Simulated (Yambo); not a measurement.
Na3P (space group P6_3/mmc, No. 194), G0W0@PBEsol in Yambo with this input:

```
rim_cut
gw0
dyson
el_el_corr
HF_and_locXC
ppa
em1d
RandQpts= 1000000
RandGvec= 1 Ry
EXXRLvcs= 88 Ry
VXCRLvcs= 352 Ry
Chimod= "HARTREE"
% BndsRnXp
 7 | 265 |
%
NGsBlkXp= 7 Ry
% LongDrXp
 1.0 | 1.0 | 1.0 |
%
PPAPntXp= 27.2114 eV
% GbndRnge
 1 | 265 |
%
GTermKind= "BG"
DysSolver= "n"
ExtendOut
```

On a 3×3×2 mesh, with wavefunctions cut at 88 Ry, the gap (Γ → Γ) is 1.091 eV and the valence edge shifts by -0.669 eV.

Q: What happens with this change: 3×3×1 mesh?

A: The gap falls by 0.082 eV, to 1.009 eV; the shift of the valence edge becomes -0.585 eV. Neither run is shown to be the converged limit.

Geometry of the Materials Project entry, not relaxed at this level; primitive cell a = b = 4.920 Å, c = 8.765 Å, α = β = 90.00°, γ = 120.00°.

A shift is the quasiparticle energy of the state minus its PBEsol energy.
